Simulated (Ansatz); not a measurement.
## CdInS₂: levels along high-symmetry lines

```xyz
4
Lattice="3.8695 0.0000 0.0000 -1.9347 3.3511 0.0000 0.0000 0.0000 6.8105" Properties=species:S:1:pos:R:3 pbc="T T T"
Cd    0.0000    0.0000    0.0000
In    0.0000    0.0000    3.4053
S     1.9347    1.1170    5.1423
S     0.0000    2.2341    1.6682
```

Atom numbers follow the list: Cd1, In2, S3, S4.

The cell is the one relaxed in the Materials Project (mp-20519), not relaxed further here; entries there can be hypothetical.

Spin–orbit coupling is left out, though it moves levels of the heavy atoms by tenths of an eV or more.

Theory: Ansatz 0.2.0, DFT, PBE, all-electron LAPW, scalar-relativistic.

Sampling and basis: a Γ-centred 11×11×6 k mesh, Fermi–Dirac smearing of 0.08 eV, basis error target 1 meV/atom, no spin polarisation.

Points in fractions of the reciprocal vectors of this cell: Γ (0, 0, 0), M (0.5, 0, 0), K (0.333, 0.333, 0), A (0, 0, 0.5), L (0.5, 0, 0.5), H (0.333, 0.333, 0.5). The path joins them by straight lines in the order Γ–M–K–Γ–A–L–H–A–L; legs that retrace an earlier one aren't tabulated. Energies are in eV from the Fermi level.

Question: Is there a gap?

Answer: none: with an odd electron count and no spin polarisation the bands can't all be full, a metal in this set-up (spin order or a larger cell could open a gap).

Question: List the levels between -20 and 5 eV at the symmetry points.

Answer: 
Γ: -14.68, -14.68 (×2), -14.61 (×2), -13.93, -13.03, -8.88, -8.80 (×2), -8.59 (×2), -6.78, -2.58, -2.04 (×2), -1.84, -1.53 (×2), 1.87, 4.43, 4.87 (×2)
M: -14.95, -14.67, -14.65, -14.61, -14.56, -12.86, -12.53, -8.79, -8.76 (×2), -8.46, -8.38, -6.18, -5.05, -4.44, -3.45, -3.25, -1.68, -0.03, 1.88, 1.94, 3.86, 4.22
K: -14.82 (×2), -14.62, -14.61 (×2), -12.57 (×2), -8.69, -8.68 (×2), -8.54 (×2), -6.36, -4.38, -3.75 (×2), -3.46 (×2), -1.65, 3.32, 4.18 (×2)
A: -14.68 (×3), -14.61 (×2), -13.57, -13.50, -8.81 (×3), -8.59 (×2), -5.82, -4.90, -1.86 (×2), -1.69 (×2), 0.60, 1.17, 4.54, 4.93 (×3)
L: -14.95, -14.67, -14.65, -14.60, -14.56, -12.97, -12.40, -8.79, -8.77, -8.70, -8.46, -8.44, -6.45, -5.78, -3.04, -2.94, -2.61, -2.52, -0.76, 0.35, 3.87, 4.03
H: -14.82 (×2), -14.61 (×3), -12.57 (×2), -8.66, -8.65 (×2), -8.52 (×2), -6.08, -5.33, -4.65 (×2), -2.08 (×2), 0.33, 1.79, 2.22 (×2)
